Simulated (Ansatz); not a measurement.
OsN2:
```xyz
3
Lattice="2.7875 0.0000 0.0000 -1.3938 2.4141 0.0000 0.0000 0.0000 4.9171" Properties=species:S:1:pos:R:3 pbc="T T T"
Os     0.0000     0.0000     0.0000
N      0.0000     0.0000     1.8856
N      0.0000     0.0000     3.0315
```

Relaxed with PBEsol. Special points in fractions of this cell's reciprocal vectors: Γ (0.000, 0.000, 0.000); M (0.500, 0.000, 0.000); K (0.333, 0.333, 0.000); A (0.000, 0.000, 0.500); L (0.500, 0.000, 0.500); H (0.333, 0.333, 0.500).

**Question.** List the band energies nearest the Fermi level at these points for plane-wave PAW PBEsol with spin–orbit coupling (Ansatz code).

**Answer.** In eV from the Fermi level; about four levels below and three above (degenerate sets whole), none deeper than 8.9 eV; points with the same levels are listed once.

```json
[
 {"k": "Γ", "below": "-1.36 -1.36 -0.92 -0.92", "above": "5.01 5.01 5.27 5.27"},
 {"k": "M", "below": "-5.34 -5.34 -2.09 -2.09", "above": "2.41 2.41 2.59 2.59"},
 {"k": "K", "below": "-2.39 -2.39 -2.15 -2.15", "above": "3.32 3.32 3.84 3.84"},
 {"k": "A", "below": "-2.43 -2.43 -1.53 -1.53", "above": "0.65 0.65 1.23 1.23"},
 {"k": "L", "below": "-2.36 -2.36 -2.15 -2.15", "above": "0.22 0.22 1.96 1.96"},
 {"k": "H", "below": "-1.64 -1.64 -1.21 -1.21", "above": "0.60 0.60 0.81 0.81"}
]
```

Space group P6/mmm. The workflow started from a Materials Project entry (that database holds measured and hypothetical structures alike); the Crystallography Open Database copy checked does not list it. Whether it is the stable phase at ambient conditions was not checked. Symmetry was held in the PBEsol relaxation; its stability against distortions is not shown here. The run is not spin-polarised. Its formation energy is positive at this level, so the cell may be metastable or incomplete.

Potentials: the later of the program's two PAW sets.
